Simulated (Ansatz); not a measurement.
WC (WC type, space group P-6m2)

```yaml
crystal:
  lattice:
    - [2.89868, 0.00000, 0.00000]
    - [-1.44934, 2.51033, 0.00000]
    - [0.00000, 0.00000, 2.82802]
  atoms:
    - { symbol: W, position: [0.00000, 0.00000, 0.00000] }
    - { symbol: C, position: [0.66667, 0.33333, 0.50000] }
```

The slice is a (-1 2 -1 0) plane (indices of the conventional cell) through the point (0.667, 0.333, 0.500) (fractional), spanned by u = [001] and v = [210] in vectors of this cell: u (2.83 Å) and v (5.02 Å, at 90° to u). It covers one period; positions are fractions (u, v).

The numbers are results of PBEsol (plane waves to 420 eV, PAW, scalar-relativistic; Ansatz, a quantum-chemistry and plane-wave program), not measurements. k mesh 18×18×16. These are valence fields of a PAW run, semicore shells included where kept as valence: close to a nucleus they are smooth pseudo fields. Spin-orbit coupling is left out, though W is heavy. The PAW data are Ansatz's earlier set. WC is run without spin polarisation. WC was relaxed with its symmetry unable to fall.

Q: What is the valence density on the shortest W–C line in this plane (2.19 Å), at its minimum between the atoms?

A: 0.66 e/Å³.

Q: What is the ELF at the density minimum of the shortest W–C line in this plane (2.19 Å)?

A: 0.4.

Q: Predict the map of the electrostatic potential energy of an electron, from the cell's mean on the slice.

A: 
| v \ u | 0.00 | 0.14 | 0.29 | 0.43 | 0.57 | 0.71 | 0.86 |
|---|---|---|---|---|---|---|---|
| 0.88 | x | x | <6.0 | <6.0 | <6.0 | <6.0 | x |
| 0.75 | 9.4 | <6.0 | x | x | x | x | <6.0 |
| 0.62 | 8.6 | <6.0 | x | x | x | x | <6.0 |
| 0.50 | 12.3 | 9.3 | <6.0 | x | x | <6.0 | 9.3 |
| 0.38 | 14.8 | 14.2 | 12.9 | 11.7 | 11.7 | 12.9 | 14.2 |
| 0.25 | 14.2 | 13.7 | 12.3 | 10.9 | 10.9 | 12.3 | 13.7 |
| 0.12 | x | x | 9.7 | 9.4 | 9.4 | 9.7 | x |
| 0.00 | x | x | x | 11.0 | 11.0 | x | x |

Values: electrostatic potential energy of an electron, from the cell's mean, in eV. Points within 0.9 Å of a nucleus are blanked (x), as the pseudised field means little there. Values under 6 eV are set to 6. The zero, the cell's mean, hangs on the PAW cores.
